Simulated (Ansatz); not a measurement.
### Question
Name crystals whose computed values (plane-wave PAW PBEsol (Ansatz code)) fall in these windows: G_Hill (GPa) 19 to 25; Θ_D (K) 170 to 220.

### Answer


| crystal | G_Hill (GPa) | Θ_D (K) |
|---|---|---|
| LiHg, CsCl type | 21.7 | 189 |
| YIn, CsCl type | 23.0 | 211 |
| ZnCdSe2, P3m1 (Zn on 1a, Cd on 1c, Se on 1c, Se on 1a) | 19.8 | 216 |
| HgS, rock salt | 22.6 | 190 |
| ZnCdSe2, R3m (Zn on 3a, Cd on 3a, Se on 3a, Se on 3a) | 20.3 | 219 |
Others may fit too.

Standing as an ambient phase not checked: LiHg, CsCl type; YIn, CsCl type; ZnCdSe2, P3m1 (Zn on 1a, Cd on 1c, Se on 1c, Se on 1a); HgS, rock salt; ZnCdSe2, R3m (Zn on 3a, Cd on 3a, Se on 3a, Se on 3a). All cells were relaxed under the symmetry of their starts (and spin orders); stability against distortions was not tested throughout. Rows with no word on spin ran without spin polarisation. Spin–orbit coupling is left out wherever it is not named.

Potentials: the later of the program's two PAW sets.
